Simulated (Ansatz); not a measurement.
NaF:
```xyz
2
Lattice="0.0000 2.5453 2.5453 2.5453 0.0000 2.5453 2.5453 2.5453 0.0000" Properties=species:S:1:pos:R:3 pbc="T T T"
Na     0.0000     0.0000     0.0000
F      1.2726     1.2726     1.2726
```

Cartesian axes are those of the cell as given.

Give the proper piezoelectric stress tensor with relaxed ions from PBEsol in the plane-wave PAW code Ansatz.

In C/m², rows x, y, z, Voigt columns; mesh uncertainty up to 0.00.
```
0.00  0.00  0.00  0.46  0.00  0.00
0.00  0.00  0.00  0.00  0.46  0.00
0.00  0.00  0.00  0.00  0.00  0.46
```

The elastic tensor of the same run (GPa):

```
      1     2     3     4     5     6
-  ----  ----  ----  ----  ----  ----
1  36.9  32.5  32.5   0.0   0.0   0.0
2  32.5  36.9  32.5   0.0   0.0   0.0
3  32.5  32.5  36.9   0.0   0.0   0.0
4   0.0   0.0   0.0  14.5   0.0   0.0
5   0.0   0.0   0.0   0.0  14.5   0.0
6   0.0   0.0   0.0   0.0   0.0  14.5
```

Convert to strain constants d = e·S.

In pC/N:
```
 0.0   0.0   0.0  31.8   0.0   0.0
 0.0   0.0   0.0   0.0  31.8   0.0
 0.0   0.0   0.0   0.0   0.0  31.8
```

Space group F-43m (zinc blende). The start of the workflow was typed in or built on a structure type; neither database checked (COD, Materials Project) lists it. It is not the phase usual at ambient conditions (space group No. 225). The cell was relaxed with PBEsol under the symmetry of its start; phonons on a q-mesh show no instability.

Potentials: the later of the program's two PAW sets.
